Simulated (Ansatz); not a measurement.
Computed with Ansatz, DFT PBE, scalar-relativistic, plane waves, PAW. All cells share a 420 eV cutoff and Γ-centred k meshes spaced at most about 0.3 Å⁻¹ (about 0.25 or finer for metals, 2π included). No spin polarisation in the final relaxations.

These are static total energies at zero pressure.

Two relaxed structures of In2Te2O:

A.

```xyz
5
Lattice="4.4855 0.0000 0.0000 -2.2427 3.8845 0.0000 0.0000 0.0000 7.2986" Properties=species:S:1:pos:R:3 pbc="T T T"
In    2.2427    1.2948    2.5979
In    0.0000    2.5897    4.7007
Te    2.2427    1.2948    5.9715
Te    0.0000    2.5897    1.3271
O     0.0000    0.0000    0.0000
```

B.

```xyz
5
Lattice="-2.1212 2.1212 8.2935 2.1212 -2.1212 8.2935 2.1212 2.1212 -8.2935" Properties=species:S:1:pos:R:3 pbc="T T T"
In    0.0000    0.0000    5.2536
In    0.0000    0.0000   11.3335
Te    0.0000    0.0000   14.5245
Te    0.0000    0.0000    2.0626
O     0.0000    0.0000    0.0000
```

Task: Which is lower in energy, and by how much?

Result: B is lower, by 244 meV/atom. A has space group P-3m1 (No. 164), 25.4 Å³/atom and no gap on its mesh; B has space group I4/mmm (No. 139), 29.9 Å³/atom and no gap. Counting O or Te atoms around In (for each partner element, those within 1.25 times its shortest distance or 1.15 times the sum of covalent radii, where it is the nearest in units of that sum or under 1.3; a plus sign parts groups by distance over the sum of covalent radii), A has In 3+1 and B has In 5. The lower one is the more open, so pressure narrows the difference. Both come from invented guesses.

These runs have no spin–orbit coupling, which can matter for Te. The zero gap of P-3m1 may come from the functional, which often closes small gaps. Cells relaxed within their symmetry can be saddle points.
